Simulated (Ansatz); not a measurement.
**GaP (F-43m): bands, slopes and optics on a fine k mesh**

Level of theory: LDA, PAW on Ansatz 0.2.0's default frozen-core files (fitted under PBE), scalar-relativistic.

The cell comes from a PAW relaxation under the same functional.

Command line:

```sh
ansatz run input.yaml --threads 1 --pin off --max-ram 3072MiB --backend cpu --events-out ev --progress --plain --runs-dir out
```

input.yaml:

```yaml
crystal:
  lattice:
    - [0.0, 2.69566667083, 2.69566667083]
    - [2.69566667083, 0.0, 2.69566667083]
    - [2.69566667083, 2.69566667083, 0.0]
  atoms:
    - { symbol: Ga, position: [0.0, 0.0, 0.0] }
    - { symbol: P, position: [0.75, 0.75, 0.75] }
kpoints:
  mp_grid: { grid: [8, 8, 8] }
scf:
  occupations: { method: fixed }
hamiltonian:
  xc: lda
  pseudopotentials: { kind: paw }
output:
  forces: true
  stress: true
  eigenvalues: true
  eigenstates:
    nscf_kmesh: { grid: [12, 12, 12] }
    de_dk: true
    e_range: [-9, 11.39938510838]
  optics:
    e_range: [0, 30]
    de: 0.2
    sigma: 0.15
    bands: { spectra_wanted_up_to: 30 }
    nscf_kmesh: { grid: [12, 12, 12] }
checkpoint:
  write: ck
  write_wavefunctions: false
```

The program printed:

```
Warning: RAYON_NUM_THREADS=1 ignored (pool sized by the plan → 1); use --threads N
Engine: ansatz 0.2.0, aarch64-unknown-linux-gnu
Pseudopotentials: kind: paw
Pseudopotential: Ga, paw, valence charge 13, recommended cutoff 420 eV (normal), Ga.paw.azcp
Pseudopotential: P, paw, valence charge 5, recommended cutoff 420 eV (normal), P.paw.azcp
Functional definition: SPW92
  exchange = slater_x
  correlation = pw_c
Crystal: 2 atoms, lattice volume = 39.177 Å³
Basis set: ecut = 420 eV, 749 PW (Γ)
Bands: 13, of which v1, the nominal top of the filled ones, is band 9 counted from 1 (8 counted from 0)
Symmetry: 24 space group operations
Space group: F-43m (ITA 216), of the structure as read, at distance tolerance 3.4e-5 Å
k-points: 29 of 512 (time reversal used)
Non-local potential: Ga, projectors of the file, l = 0: 2, l = 1: 2, l = 2: 3, l = 3: 1
Non-local potential: P, projectors of the file, l = 0: 2, l = 1: 2, l = 2: 2
PAW form: soft (Blöchl's): semilocal exchange-correlation on the pseudo side does not see the compensation charge
[... 18 lines left out ...]
NSCF: frozen V_eff on 72 k-points
NSCF: frozen V_eff on 1 k-points
NSCF: frozen V_eff on 72 k-points
output.optics: what the bands over the 44 summed would add to eps1, eps2 and the energy-loss function is held between a lower and an upper bound (6 Lanczos steps). eps1, eps2 and their loss function (loss_summed_bands) are given ...
SCF converged after 8 iterations
Free energy (F): -4433.765545 eV
Harris-Foulkes:  -4433.765545 eV  (|F-HF|=4.55e-12)
Internal energy: -4433.765545 eV  (E = F + TS)
E sigma→0 (E₀):  -4433.765545 eV
Fermi energy:    7.261413 eV
--- Per-component energies (eV) ---
  E_band       = -58.365616
  E_kinetic    = 187.692762
  E_local      = -2183.894420  (includes V_loc(G=0)·N_el)
  E_nonlocal   = 462.042739
  E_hartree    = 1009.033190
  E_xc         = -130.660169
  E_vxc        = -120.347510  (∫ρ·V_xc dr)
  E_paw        = -2452.774915  (= ΣΔE_a)
  E_vpaw       = -421.925380  (= ΣTr[D̂ρ^β])
  E_aug_tail   = -0.000127  (compensation charges beyond the density's cutoff)
  E_ewald      = -1327.050437
  E_core_change = 1.845831  (= ΣΔE_core)
  E_smearing   = -0.000000  (= −TS)
  E_closure    = 0.000000  (closes the sum)
  Σ components = -4433.765545   (vs F -4433.765545, Δ=0.00e0)
--- Forces (eV/Å), atoms counted from 1 ---
  atom   1  Ga    -0.00000000     0.00000000    -0.00000000
  atom   2  P      0.00000000     0.00000000     0.00000000
  max |Σ_I F_I| component: 1.30e-16 eV/Å
--- Stress (GPa, compression-positive) ---
       -0.006275       0.000000      -0.000000
       -0.000000      -0.006275       0.000000
       -0.000000       0.000000      -0.006275
  P = ⅓ Tr σ = -0.0063 GPa (-0.063 kbar)
--- Fermi surface from the table of eigenstates not read: on its mesh, or on one of the eight of every second point, the electrons fill whole bands (an insulator's do; a metal wants a denser output.eigenstates.nscf_kmesh) ---
```

The run converged.

Head of optics.tsv:

```
# E[eV]	eps2_xx	eps2_yy	eps2_zz	eps2_xy	eps2_xz	eps2_yz	eps1_xx	eps1_yy	eps1_zz	eps1_xy	eps1_xz	eps1_yz	loss_summed_bands_xx	loss_summed_bands_yy	loss_summed_bands_zz	eps
# format = ansatz-optics/6
# eps_inf(xx yy zz) = 11.340539 11.340539 11.340539
# eps_inf_bands = all
# eps_inf_summed_bands(xx yy zz) = 11.308438 11.308438 11.308438
# eps_inf_completed(xx yy zz) = 11.340539 11.340539 11.340539
# k_sum = mesh_cells
# eps2_relative_error = 0.0013
# eps_inf_relative_error = 0.0037
# f_sum_n_eff(xx yy zz) = 9.946775 9.946775 9.946775 of n_electrons = 18.000000
# f_sum_n_eff_momentum_only(xx yy zz) = 9.418637 9.418637 9.418637
# loss_f_sum_n_eff(xx yy zz) = 9.947445 9.947445 9.947445
# perfect_screening_sum(xx yy zz) = 0.911570 0.911570 0.911570
# perfect_screening_sum_on_rows(xx yy zz) = 0.911577 0.911577 0.911577
# n_bands = 44
# n_bands_set_by = photon_energy
# valid_up_to_ev = 43.680866
# least_direct_gap_ev = 1.880782e0 at k(fractional) = 0.000000 0.000000 0.000000, k_point = 0, channel = 0, bands = 8 9 (counted from 0)
# evaluated_top_ev = 64.400000
# all_electron_strengths = true
# band_completion = completed
# response = whole
# tolerance = 0.01
# method = lanczos_chains
# lanczos_steps = 6
# chains_run = together
# ended_by = wanted_rows_settled
# boundable_up_to_ev = 43.680859
# wanted_up_to_ev = 30.000000
# change_inside_cells = 0.0001 (estimated)
# bound_at_0(xx yy zz) = bounded bounded bounded
```

Head of eigenstates.tsv:

```
# spin	ik	k_frac_1	k_frac_2	k_frac_3	k_cart_x_inv_ang	k_cart_y_inv_ang	k_cart_z_inv_ang	n_plane_waves	band	set	set_size	e_ev	residual_ev	de_dk_x_ev_times_ang	de_dk_y_ev_t
# format = ansatz-eigenstates/6
# source = nscf_kmesh_points
# nscf_kmesh_grid = 12 12 12
# nscf_kmesh_shift = 0 0 0
# n_kpoints = 72
# n_rows = 504
# fermi_ev = 7.261413008782093e0
# fermi_mp_grid = 8 8 8
# fermi_mp_shift = 0 0 0
# fermi_n_kpoints = 29
# fermi_n_bands = 13
# fermi_largest_filled_residual_ev = 3.4759322957109675e-9
# vbm_ev = 7.261413008782093e0
# cbm_ev = 8.692102744875491e0
# band_edge_residuals_ev = 6.787038368256518e-10 3.552733688844402e-5
# n_electrons = 1.8e1
# occupation_method = fixed
# xc_rung = lda
# e_minus_fermi_range_ev = -9e0 1.139938510838e1
# overlap = augmented
# smooth_dims = 25 25 25
# scf_smooth_dims = 25 25 25
# fft_grid_basis = 1 0 0 0 1 0 0 0 1
# n_bands_solved = 16
# n_bands_printed_max = 13
# set_resolution_ev = 2.7535881359772855e-6
# degenerate_levels = group_imposed
```

### Dielectric function

Independent-particle optical response of a crystal from Kohn-Sham bands on the fine mesh, no local fields or excitons; Cartesian axes as in the input.

```json
{
  "Fine mesh": "12, 12, 12",
  "Line width": "0.15 eV"
}
```

```csv
photon energy (eV),dielectric real xx,dielectric imag xx
1.2,12.36,0
2.4,18.25,1.361
3.6,17.36,12.02
4.8,-9.751,18.79
6,-8.08,9.936
7.2,-5.237,4.026
8.4,-2.862,2.458
9.6,-2.325,1.568
10.8,-1.761,0.969
12,-1.146,0.598
13.2,-0.746,0.405
14.4,-0.378,0.298
15.6,-0.104,0.177
16.8,0.131,0.213
18,0.212,0.186
19.2,0.285,0.262
20.4,0.378,0.216
21.6,0.444,0.12
22.8,0.52,0.129
24,0.594,0.108
25.2,0.628,0.109
26.4,0.689,0.103
27.6,0.723,0.095
28.8,0.717,0.108
30,0.742,0.085
```

### Optical constants

Normal incidence from vacuum, light polarised along x.

```
Fine mesh  : 12, 12, 12
Line width : 0.15 eV
```

```csv
photon energy (eV),refractive index,extinction,reflectivity,loss function,absorption (×10⁵ cm⁻¹)
1.2,3.516,0,0.3104,0,0
2.4,4.275,0.159,0.386,0.0041,0.387
3.6,4.386,1.37,0.432,0.027,5
4.8,2.389,3.932,0.6453,0.0419,19.13
6,1.537,3.232,0.6357,0.0606,19.65
7.2,0.827,2.433,0.6427,0.0923,17.76
8.4,0.675,1.821,0.5591,0.1727,15.51
9.6,0.49,1.601,0.5906,0.1994,15.58
10.8,0.353,1.373,0.6201,0.2399,15.03
12,0.271,1.104,0.6178,0.358,13.43
13.2,0.227,0.893,0.6062,0.5621,11.94
14.4,0.227,0.655,0.5305,1.288,9.56
15.6,0.225,0.393,0.4563,4.198,6.219
16.8,0.437,0.244,0.1773,3.4,4.153
18,0.497,0.187,0.1268,2.345,3.417
19.2,0.58,0.226,0.0893,1.745,4.389
20.4,0.637,0.17,0.0591,1.143,3.51
21.6,0.672,0.089,0.0412,0.5664,1.947
22.8,0.726,0.089,0.0277,0.449,2.047
24,0.774,0.07,0.0178,0.2962,1.696
25.2,0.796,0.068,0.0144,0.2677,1.748
26.4,0.833,0.062,0.0095,0.2124,1.658
27.6,0.852,0.056,0.0073,0.1789,1.56
28.8,0.849,0.064,0.0079,0.2061,1.862
30,0.863,0.049,0.0061,0.1517,1.491
```

**Optical peaks**

Highest local maxima between 0.6 eV and the top less 1.5 eV.

* Fine mesh: 12, 12, 12
* Window top: 30 eV
* Line width: 0.15 eV
* Highest loss peak energy x: 15.97 eV
* Highest loss peak height x: 5.583
* Highest eps2 peak energy x: 4.422 eV
* Highest eps2 peak height x: 39.36
* Dielectric electronic (x, y, z): 11.34, 11.34, 11.34

Caveats: frozen-core PAW files fitted under PBE, their cores solved anew for the functional of the run; no spin-orbit coupling on heavy atoms; semilocal gaps are low, and what follows the gap (onsets, screening, light masses) shifts with it; filled d bands lie too high at this level, so their transitions start too early.

Cost: 34 s on 1 thread of Arm Neoverse V2, on a shared host, peak memory 0.62 GiB.
